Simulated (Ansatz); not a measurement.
LaOF:
```
CELL_PARAMETERS angstrom
      4.07652     0.00000     0.00000
      0.00000     4.07652     0.00000
      0.00000     0.00000     5.82562
ATOMIC_POSITIONS crystal
  La 0.50000 0.00000 0.71558
  La 0.00000 0.50000 0.28442
  O  0.00000 0.00000 0.50000
  O  0.50000 0.50000 0.50000
  F  0.50000 0.50000 0.00000
  F  0.00000 0.00000 0.00000
```

Relaxed with r²SCAN.

Task: Map the valence electron density (e/Å³), cut off at 2 on the plane through (0.500, 0.000, 0.716) spanned by u = [1, 0, 0] and v = [0, 0, 1] in lattice vectors, from the program Ansatz at the r²SCAN level (PAW).

Result: x is the fraction of u, y of v (the angle between them is 90°; rows are the nearest grid lines); atoms in the plane: La at (0.00, 0.00), O at (0.50, 0.78), F at (0.50, 0.28).
```
|**#%*-.       .-*%#**|
|*##%*-.........-*%##*|
|%%#+-:::=*#*=:::-+#%%|
|#*+-:::=@@@@@=:::-+*#|
|--:...-#@@@@@#-...:--|
|... ..-@@@@@@@-.. ...|
|     .:+@@@@@+:.     |
|      .-*@@@*-.      |
|      ..:===:..      |
|        .....        |
|                     |
|                     |
|                     |
|        .....        |
|      .:*@@@*:.      |
|      :+@@@@@+:      |
|     .:%@@@@@%:.     |
|     .-@@@@@@@-.     |
|...   .=@@@@@=.   ...|
|--:....:=*#*=:....:--|
|**+-:. ..:::.. .:-+**|
|%%#*-..       ..-*#%%|
|*##%*-.       .-*%##*|
|**#%*-.       .-*%#**|
```
Scale: ten equal steps from 0.007 (start of ' ') to 2.00 (end of '@'), in the order ' .:-=+*#%@'; x runs from 0.000 to 1.00, y from 0.000 (bottom) to 1.00 (top).

The density is the valence pseudo-density with augmentation charge, so density and ELF within about 1 Å of a nucleus are not all-electron values.

Space group P4/nmm. The first step of the workflow began from a Materials Project structure, measured or hypothetical; the Crystallography Open Database copy checked does not list it. COD files the formula under space group No. 166. Whether it is the stable phase at ambient conditions was not checked. The r²SCAN relaxation kept the symmetry of its start; whether a distortion lowers the energy is not shown. Spin–orbit coupling is left out wherever it is not named.

Potentials: the later of the program's two PAW sets.
